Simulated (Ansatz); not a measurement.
**Structure search: one Nb5N candidate**

Level of theory: DFT PBE, scalar-relativistic, plane waves, PAW (Ansatz). Cutoff 420 eV, Gaussian smearing, Γ-centred meshes. Cell and atoms relax first on a coarse mesh and then on a finer one. In between, the cell is made exact in the group found at 0.06 Å. In metals the finer mesh still leaves noise of several meV/atom or more. The steps can't lower the symmetry of their start. No spin polarisation.

Recipe of this trial structure of Nb5N: random cell by space group and Wyckoff sites (P-6m2, No. 187). Lengths were set from tabulated atomic sizes, so they are only a guess.

```cif
data_structure
_symmetry_space_group_name_H-M 'P-6m2'
_symmetry_Int_Tables_number 187
_cell_length_a 3.8918
_cell_length_b 3.8918
_cell_length_c 7.8681
_cell_angle_alpha 90.000
_cell_angle_beta 90.000
_cell_angle_gamma 120.000
_cell_volume 103.20
loop_
_atom_site_label
_atom_site_type_symbol
_atom_site_symmetry_multiplicity
_atom_site_Wyckoff_symbol
_atom_site_fract_x
_atom_site_fract_y
_atom_site_fract_z
_atom_site_occupancy
Nb1 Nb 1 e 0.66667 0.33333 0.00000 1
Nb2 Nb 2 g 0.00000 0.00000 0.81500 1
Nb3 Nb 2 i 0.66667 0.33333 0.35542 1
N1 N 1 a 0.00000 0.00000 0.00000 1
```

Formation energies are uncorrected and refer to the elements' standard structures at the same level (N₂ as a molecule).

Question: What does it relax into?

Answer: The symmetry stays P-6m2 (No. 187). The volume per atom grows by 4.9 %, from 17.2 to 18.0 Å³. The shortest distance goes from 1.46 Å (Nb–N) to 1.93 Å (Nb–N). The ratio c/a of the conventional cell changes by a factor of 1.66. The energy falls by about 3.2 eV/atom (the start's value is from the coarse mesh). Conventional cell: a = 3.337 Å, c = 11.223 Å. Nb on a site of symmetry -6m2 has 3 N at 1.93 Å, 6 Nb at 3.02 Å and 6 Nb at 3.34 Å; Nb on a site of symmetry 3m has 1 N at 2.32 Å, 3 Nb at 2.83 Å, 3 Nb at 3.02 Å and 6 Nb at 3.34 Å; Nb on a second site of symmetry 3m has 1 Nb at 2.45 Å, 3 Nb at 2.83 Å and 6 Nb at 3.34 Å; N has 3 Nb at 1.93 Å and 2 Nb at 2.32 Å.

Space group P-6m2 (No. 187). a = 3.337 Å, b = 3.337 Å, c = 11.223 Å, α = 90.00°, β = 90.00°, γ = 120.00°
```csv
atom,site,symmetry,x,y,z
Nb,1e,-6m2,0.6667,0.3333,0.0000
Nb,2g,3m.,0.0000,0.0000,0.7933
Nb,2i,3m.,0.6667,0.3333,0.3908
N,1a,-6m2,0.0000,0.0000,0.0000
```

Question: Give its energy and gap.

Answer: The energy over the elements is +0.12 eV/atom. The gap on the 12×12×4 mesh of the 6-atom cell is 0 eV (a metal).

A positive value: parting into the elements would lower its energy.

The last run used Gaussian smearing of 0.10 eV. Symmetry constrained the relaxation, so the result can be a saddle point. In all, the 3 runs took 3.5 min on 1 thread of Arm Neoverse V1, with other jobs on the host.
